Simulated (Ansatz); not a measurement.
# TaRu: energy along a strain

TaRu, Pm-3m, a = 3.187 Å (as given, not relaxed at this level: -7.6 GPa). The structure is a COD entry; whether it is the stable form wasn't checked. Ansatz: r2SCAN, PAW, 500 eV, Γ-centred 16×16×16 mesh on 2 atoms, Gaussian smearing 0.15 eV; no spin polarisation. Cell vectors (Å): 3.187 0.000 0.000; 0.000 3.187 0.000; 0.000 0.000 3.187. The cell is strained by x per cent times the pattern (0 0 0 0 1 0) in the order xx yy zz yz xz xy (engineering shears), with fractional coordinates held. y is the free energy over the start, V0 = 16.185 Å³/atom. Symmetry makes y even in x. Points with a strain past 8.5 % were computed too (4) and aren't used here.

| x (%) | y (meV/atom) |
| --- | --- |
| -7.50 | 20.26 |
| 0.00 | 0.00 |
| 1.87 | 1.26 |
| 3.75 | 5.10 |
| 5.62 | ? |

Q: Fit y = c2 x² + c4 x⁴ to the other rows, get the stiffness along the pattern, and predict the missing energy.

A: Least squares on the rows shown. y = 0.36322 x² − 5.3970×10⁻⁵ x⁴. The clamped-ion stiffness p·C·p = 2 × 3.632 eV × 160.2 / 16.185 Å³ = 72 GPa, which is C55 in these axes (C44 of the cubic crystal) (second derivative at the start, which stands under stress). At x = 5.62 the fit asked for gives 11.42 meV/atom. The run gave 11.42 meV/atom, the same to the digits shown.

Spin–orbit coupling is left out, which can shift energies with elements as heavy as these.